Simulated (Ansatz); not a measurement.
SnCl₃: stable or not

The structure comes from a generated guess, relaxed at this level; another structure or a mixture of phases may lie lower.

These are results of DFT PBE, scalar-relativistic, plane waves, PAW in Ansatz 0.2.0, not measurements. Plane waves to 420 eV, a 10×10×10 mesh through Γ for the 4-atom cell and 0.10 eV Gaussian smearing; no spin polarisation.

```
Sn Cl
1.0
     5.22134    0.00000    0.00000
     0.00000    5.22134    0.00000
     0.00000    0.00000    5.22134
Sn Cl
1 3
Direct
  0.50000 0.50000 0.50000
  0.00000 0.50000 0.50000
  0.50000 0.00000 0.50000
  0.50000 0.50000 0.00000
```

Energies over the elements count from the elements' standard structures at the same level (Cl₂ as a molecule), with no fitted energy shifts. The references include grey tin.

Question: These tests were run: energy against the elements; phonons at Γ. What do they show?

Answer:

```csv
test,result
energy against the elements,−0.88 eV/atom
phonons at Γ,imaginary modes down to 21i cm⁻¹
```

It fails none of these tests outright. Other phases of the system weren't compared here, so this isn't yet thermodynamic stability. Phonons away from Γ weren't computed. Undecided within the accuracy: phonons at Γ.

An odd number of electrons in the primitive cell allows no gap without spin; a larger cell or a magnetic state could open one. The run for the phonons used a 10×10×10 k mesh and Fermi–Dirac smearing of 0.15 eV.
